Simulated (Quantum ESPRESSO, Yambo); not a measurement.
At a photon energy of 7.12 eV, RPA with local fields on PBEsol bands shifted by a G0W0 scissor of 2.03 eV (Quantum ESPRESSO and Yambo; 4×4×4 mesh, 113 bands, 3 Ry local-field block, 0.2 eV broadening) gives ε = 4.79 + 1.79i for NH4I (space group P4/nmm, No. 129), field along x. Axes are Cartesian, with cell vectors (Å) (6.15, 0.00, 0.00), (0.00, 6.15, 0.00), (0.00, 0.00, 4.41).

Work out n, κ, the normal-incidence reflectivity, the absorption coefficient and the penetration depth.


|ε| = 5.11; n = √((|ε| + ε1)/2) = 2.23, κ = √((|ε| − ε1)/2) = 0.40. R = ((n − 1)² + κ²)/((n + 1)² + κ²) = 0.16. α = 2Eκ/(ħc) with ħc = 197.327 eV nm: 0.0290 per nm = 2.9 × 10⁵ per cm, a 1/e depth of 34 nm. The computed direct gap is 5.58 eV, and the energy scale of the real crystal may differ from it. Excitonic effects are left out, and values at one energy depend on mesh and broadening. The scissor comes from a G0W0 run whose convergence isn't established. Convergence of the RPA response with its 4×4×4 mesh was not tested.

Spin-orbit coupling is not included.

Geometry of the Materials Project entry, not relaxed at this level; primitive cell a = b = 6.149 Å, c = 4.414 Å, α = β = γ = 90.00°.

The structure is a Materials Project entry; no match was found in the copy of COD used, and its stability was not checked.

The distance between layers or molecules is the database entry's, not relaxed here. Functionals without dispersion can leave it too large, which widens gaps and weakens the response across layers: the numbers belong to this cell.
